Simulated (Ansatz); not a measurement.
One crystal and one scan (scan of one atom of the cell) at two levels, PBE-D3(BJ) (plane waves to 420 eV, PAW, scalar-relativistic; Ansatz, an electronic-structure program) and r2SCAN+rVV10 (plane waves to 500 eV, PAW, scalar-relativistic; Ansatz), each from its own relaxed cell and on its own mesh.

The crystal is MoS2 (2H-MoS2 type, space group P6_3/mmc); one S atom of a 6-atom cell moves by s along Cartesian [110], with its periodic images.

The energy includes the smearing's −TS. MoS2 is run without spin polarisation. MoS2 was relaxed with its symmetry unable to fall. The PAW data are Ansatz's earlier set. Both scans cover s from -0.480 to 0.480 Å.

```tsv
quantity	run 1	run 2
Lattice constant a (Å)	3.173	3.149
Lattice constant c (Å)	12.44	12.09
Relaxed volume (Å³/atom)	18.08	17.31
Band gap of the relaxed cell, no spin-orbit coupling (eV)	1.01	0.78
Energy at s = 0.480 Å (meV/cell)	1268	1247
Force along the line at s = -0.480 Å (eV/Å)	3.483	3.393
Force constant k = d²E/ds² at s = 0 (finite differences) (eV/Å²)	10.05	9.85
```

Q: Which run is which level?

A: Run 2 is PBE-D3(BJ), run 1 is r2SCAN+rVV10. PBE-D3(BJ) gives the lower value for: lattice constant a; lattice constant c; relaxed volume; band gap of the relaxed cell, no spin-orbit coupling; energy at s = 0.480 Å; force along the line at s = -0.480 Å; force constant k = d²E/ds² at s = 0. Both give the same symmetry of the curve: not even: the positive side lies higher at ±0.480 Å.

(A displaced cell: forces are minus the slopes of the energy, force constants its curvatures, and phonons follow from these.)
